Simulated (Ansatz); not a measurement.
CsH (Fm-3m): effective masses from band slopes

Computed with r²SCAN, PAW on Ansatz 0.2.0's default frozen-core files (fitted under PBE), scalar-relativistic; not a measurement.

The cell comes from a PAW relaxation under the same functional.

The run reads the converged density of an earlier one (folder ck) and closes the SCF again from it before it solves the listed points.

Launched as:

```sh
ansatz run input.yaml --threads 1 --pin off --max-ram 3072MiB --backend cpu --events-out ev --progress --plain --runs-dir out
```

Input:

```yaml
crystal:
  lattice:
    - [0.0, 3.188, 3.188]
    - [3.188, 0.0, 3.188]
    - [3.188, 3.188, 0.0]
  atoms:
    - { symbol: Cs, position: [0.0, 0.0, 0.0] }
    - { symbol: H, position: [0.5, 0.5, 0.5] }
kpoints:
  mp_grid: { grid: [6, 6, 6] }
scf:
  occupations: { method: fixed }
hamiltonian:
  xc: r2scan
  pseudopotentials: { kind: paw }
output:
  eigenstates:
    kpoints:
      - [0.0, 0.0, -0.5]
      - [0.0, 0.00253693, -0.49746307]
      - [0.0, 0.00507386, -0.49492614]
      - [0.0, 0.010147719, -0.489852281]
      - [0.00253693, 0.0, -0.49746307]
      - [0.00507386, 0.0, -0.49492614]
      - [0.010147719, 0.0, -0.489852281]
      - [0.00253693, 0.00253693, -0.5]
      - [0.00507386, 0.00507386, -0.5]
      - [0.010147719, 0.010147719, -0.5]
      - [0.00179388, 0.00179388, -0.496412239]
      - [0.003587761, 0.003587761, -0.492824479]
      # ... 28 further points ...
      - [0.011717577, 0.011717577, -0.488282423]
      - [-0.001035697, -0.001035697, -0.497928605]
      - [-0.002071395, -0.002071395, -0.495857211]
      - [-0.004142789, -0.004142789, -0.491714422]
    de_dk: true
    e_range: [-3, 5.680549464862]
checkpoint:
  read: ck
```

Output (shortened where marked):

```
Warning: RAYON_NUM_THREADS=1 ignored (pool sized by the plan → 1); use --threads N
Engine: ansatz 0.2.0, aarch64-unknown-linux-gnu
Pseudopotentials: kind: paw
Pseudopotential: Cs, paw, valence charge 9, recommended cutoff 500 eV (meta_gga), Cs.paw.azcp
Pseudopotential: H, paw, valence charge 1, recommended cutoff 500 eV (meta_gga), H.paw.azcp
Functional definition: r2SCAN
  parameter k0 = 0.174
  parameter k1 = 0.065
  parameter a1 = 4.9479
  exchange = r2scan_x(k0 = k0, k1 = k1, a1 = a1)
  correlation = r2scan_c
Crystal: 2 atoms, lattice volume = 64.801 Å³
Basis set: ecut = 500 eV, 1639 PW (Γ), exchange–correlation on 144×144×144 points (64 copies of the dense FFT grid, shifted against one another)
Bands: 9, of which v1, the nominal top of the filled ones, is band 5 counted from 1 (4 counted from 0)
Symmetry: 48 space group operations
Space group: Fm-3m (ITA 225), of the structure as read, at distance tolerance 4.0e-5 Å
k-points: 16 of 216
Non-local potential: Cs, projectors of the file, l = 0: 3, l = 1: 2, l = 2: 2, l = 3: 2
Non-local potential: H, projectors of the file, l = 0: 2, l = 1: 1
[... 15 lines left out ...]
SCF iter   5: F=—  HF=-5702.390673 eV  |F-HF|=—  |Δ(HF+E_count)|=  4.55e-12  Δρ=2.71e-7  dr2=4.97e-11  dr2_τ=1.99e-12  ethr=1.00e-12  ⟨swp⟩=1.0  Hψ=144  notcnv=0  defer=26
SCF iter   6: F=—  HF=-5702.390673 eV  |F-HF|=—  |Δ(HF+E_count)|=  5.46e-12  Δρ=2.32e-7  dr2=3.65e-11  dr2_τ=1.49e-12  ethr=1.00e-12  ⟨swp⟩=1.0  Hψ=144  notcnv=0  defer=26
SCF iter   7: F=-5702.390673 eV  HF=-5702.390673 eV  |F-HF|=4.55e-12  |Δ(HF+E_count)|=  6.37e-12  Δρ=1.02e-7  dr2=7.13e-12  dr2_τ=3.06e-13  ethr=1.00e-12  ⟨swp⟩=5.1  Hψ=837  notcnv=0
SCF 1 converged in 7 iterations: F = -5702.390673 eV  dr2 = 7.13e-12
  greatest PAW one-centre occupation: 0.914 electrons in one spin orbital (limit 2), on the Cs atom at site 0 (counted from 0), in its partial waves of l = 0
NSCF: frozen V_eff on 44 k-points
SCF converged after 7 iterations
Free energy (F): -5702.390673 eV
Harris-Foulkes:  -5702.390673 eV  (|F-HF|=4.55e-12)
Internal energy: -5702.390673 eV  (E = F + TS)
E sigma→0 (E₀):  -5702.390673 eV
Fermi energy:    3.056985 eV
--- Per-component energies (eV) ---
  E_band       = -65.548276
  E_kinetic    = 155.555956
  E_local      = -264.611243  (includes V_loc(G=0)·N_el)
  E_nonlocal   = 30.524879
  E_hartree    = 88.309250
  E_xc         = -171.834875
  E_vxc        = -150.529761  (∫ρ·V_xc dr)
  E_paw        = -5093.699428  (= ΣΔE_a)
  E_vpaw       = -20.290106  (= ΣTr[D̂ρ^β])
  E_aug_tail   = -0.000364  (compensation charges beyond the density's cutoff)
  E_vtau       = 7.183883  (kinetic-family band-sum trace: ∫τ·v_τ [+ j·A + Jᵃ·Aᵃ] dr)
  E_ewald      = -446.684729
  E_core_change = 0.049879  (= ΣΔE_core)
  E_smearing   = -0.000000  (= −TS)
  E_closure    = 0.000000  (closes the sum)
  Σ components = -5702.390673   (vs F -5702.390673, Δ=0.00e0)
```

The calculation finished and met its thresholds.

Masses along directions:

Band extrema of a crystal from Kohn-Sham levels and slopes, searched on the fine mesh and refined; masses in electron masses from slopes a step away, negative for holes; Cartesian axes as in the input; branches counted from each extremum; the finite step makes the lightest masses up to 3 per cent heavy.

* Fine mesh: 12, 12, 12

```tsv
side	point	k a (r.l.u.)	k b (r.l.u.)	k c (r.l.u.)	direction	number	level from its edge (eV)	band mass (mₑ)
conduction	L	0	0	-0.5	100	1	0	0.4686
conduction	L	0	0	-0.5	010	1	0	0.4686
conduction	L	0	0	-0.5	001	1	0	0.4686
conduction	L	0	0	-0.5	110	1	0	0.4359
conduction	L	0	0	-0.5	1-10	1	0	0.5066
conduction	L	0	0	-0.5	111	1	0	0.4933
conduction	L	0	0	-0.5	11-2	1	0	0.4167
valence	L	0	0	-0.5	100	1	0	-0.7541
valence	L	0	0	-0.5	010	1	0	-0.7541
valence	L	0	0	-0.5	001	1	0	-0.7541
valence	L	0	0	-0.5	110	1	0	-0.6447
valence	L	0	0	-0.5	1-10	1	0	-0.9066
valence	L	0	0	-0.5	111	1	0	-0.8496
valence	L	0	0	-0.5	11-2	1	0	-0.5882
```

**Band extrema**

Principal masses of single bands.

| Property | Result |
| --- | --- |
| Fine mesh | 12, 12, 12 |
| Band gap | 2.681 eV |
| Least direct gap on mesh | 2.681 eV |

| side | point | k a (r.l.u.) | k b (r.l.u.) | k c (r.l.u.) | valleys | level (eV over the valence top) | mass light (mₑ) | mass middle (mₑ) | mass heavy (mₑ) |
| --- | --- | --- | --- | --- | --- | --- | --- | --- | --- |
| conduction | L | 0 | 0 | -0.5 | 4 | 2.681 | 0.4076 | 0.5066 | 0.5066 |
| valence | L | 0 | 0 | -0.5 | 4 | 0 | -0.5635 | -0.9071 | -0.9071 |

Caveats: frozen-core PAW files fitted under PBE, their cores solved anew for the functional of the run; no spin-orbit coupling on heavy atoms; semilocal gaps are low, and what follows the gap (onsets, screening, light masses) shifts with it.

It took 4.8 s on 1 thread of Arm Neoverse V2, on a shared host, peak memory 0.41 GiB.
